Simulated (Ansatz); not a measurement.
Ca2F in space group R-3m (No. 166; Ca on 6c, F on 3a) at seven volumes, plane-wave PAW LDA (Ansatz code), shape and atoms relaxed at each. One row is withheld.

```tsv
V (Å³/atom)	P (GPa)
20.770	3.27
21.455	2.05
22.139	0.97
22.824	0.00
23.509	?
24.194	-1.61
24.878	-2.26
```

Question: Fit the shown pressures and predict the withheld one.

Answer: Third-order Birch–Murnaghan: P = (3/2)B₀(x^(7/2) − x^(5/2))[1 + (3/4)(B′ − 4)(x − 1)] with x = (V₀/V)^(2/3). Least squares on the six rows gives V₀ = 22.827 Å³/atom, B₀ = 30.09 GPa, B′ = 3.05. At V = 23.509, x = 0.9806 and P = -0.85 GPa. The run itself gave -0.85 GPa.

The start of the workflow was typed in or built on a structure type; neither database checked (COD, Materials Project) lists it. Its standing as an ambient phase is unchecked. The cell was relaxed with LDA under the symmetry of its start. At this level the phase is dynamically unstable (imaginary phonons).

Potentials: the earlier of the program's two PAW sets. The files were generated under PBE; for other functionals the program regenerates the frozen cores, and for LDA and PBEsol the local potential too.
